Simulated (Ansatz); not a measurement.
FeB2:
```yaml
crystal:
  lattice:
    - [4.74148, 0.00000, 0.00000]
    - [0.00000, 4.73385, 0.00000]
    - [0.00000, 0.00000, 3.67196]
  atoms:
    - { symbol: Fe, position: [0.47927, 0.75000, 0.37573] }
    - { symbol: Fe, position: [0.52073, 0.25000, 0.62427] }
    - { symbol: Fe, position: [0.02073, 0.25000, 0.87573] }
    - { symbol: Fe, position: [0.97927, 0.75000, 0.12427] }
    - { symbol: B, position: [0.66301, 0.06839, 0.10744] }
    - { symbol: B, position: [0.33699, 0.93161, 0.89256] }
    - { symbol: B, position: [0.83699, 0.93161, 0.60744] }
    - { symbol: B, position: [0.16301, 0.06839, 0.39256] }
    - { symbol: B, position: [0.16301, 0.43161, 0.39256] }
    - { symbol: B, position: [0.83699, 0.56839, 0.60744] }
    - { symbol: B, position: [0.33699, 0.56839, 0.89256] }
    - { symbol: B, position: [0.66301, 0.43161, 0.10744] }
```

Tensor components refer to the Cartesian frame of this cell.

Q: Give the high-frequency dielectric tensor and the Born effective charge tensors of the independent atoms from DFPT, LDA (plane waves, PAW; program Ansatz).

A: 
ε∞:
```
31.4  0.00  0.00
0.00  28.9  0.00
0.00  0.00  31.4
```
Z* of atom 1 (Fe), rows: field, columns: displacement, in e:
```
-5.65   0.00   0.32
 0.00  -5.33   0.00
-0.68   0.00  -6.18
```
Z* of atom 5 (B), rows: field, columns: displacement, in e:
```
 2.82  -0.38  -0.31
-0.18   2.66  -0.58
-0.51  -0.19   3.09
```

Space group Pnma. The first step of the workflow began from a Materials Project structure, measured or hypothetical; the Crystallography Open Database copy checked does not list it. COD files the formula under space group No. 191. Its standing as an ambient phase is unchecked. Symmetry was held in the LDA relaxation; its stability against distortions is not shown here. No spin polarisation was allowed.

Potentials: the later of the program's two PAW sets.
